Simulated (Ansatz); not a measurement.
Input:

PdSeO3:
Space group C2/m (No. 12); a = 6.8876 Å, b = 6.8852 Å, c = 6.7676 Å, α = γ = 90.00°, β = 119.18°

```json
[
 {"atom": "Pd", "site": "4e", "symmetry": "-1", "x": "0.2500", "y": "0.2500", "z": "0.0000"},
 {"atom": "Se", "site": "4i", "symmetry": "m", "x": "0.3261", "y": "0.0000", "z": "0.6312"},
 {"atom": "O", "site": "8j", "symmetry": "1", "x": "0.2689", "y": "0.3021", "z": "0.2950"},
 {"atom": "O", "site": "4i", "symmetry": "m", "x": "0.3912", "y": "0.0000", "z": "0.1385"}
]
```
(The calculation used a cell of 10 atoms; values per cell refer to that cell.)

This is the LDA-relaxed structure.

Q: All from LDA in the plane-wave PAW code Ansatz, unless another level is named. Give the formation energy from the elements (no fitted shifts).

A: -0.66 eV/atom.

Q: Predict the electron effective mass.

A: 0.78, 0.78, 11 mₑ (principal values).

Q: Give the smallest direct gap on the standard path.

A: 0.75 eV.

Q: Predict the HSE06 gap on the LDA cell.

A: 2.54 eV.

Q: What about the gap with spin–orbit coupling?

A: 0.70 eV.

Q: Next, the electron effective mass with spin–orbit coupling?

A: 0.79, 0.79, 11 mₑ (principal values).

The workflow started from a Materials Project entry (that database holds measured and hypothetical structures alike); the Crystallography Open Database copy checked does not list it. COD files the formula under space group No. 11. Whether it is the stable phase at ambient conditions was not checked. The LDA relaxation kept the symmetry of its start; whether a distortion lowers the energy is not shown. No spin polarisation was allowed. A crystal of weakly bound layers computed without a dispersion correction: the cell and the soft elastic constants depend strongly on that. The references are the lowest solids computed at this level, not always the standard phases (solids in place of the gases). Spin–orbit coupling is left out wherever it is not named.

Potentials: the later of the program's two PAW sets.
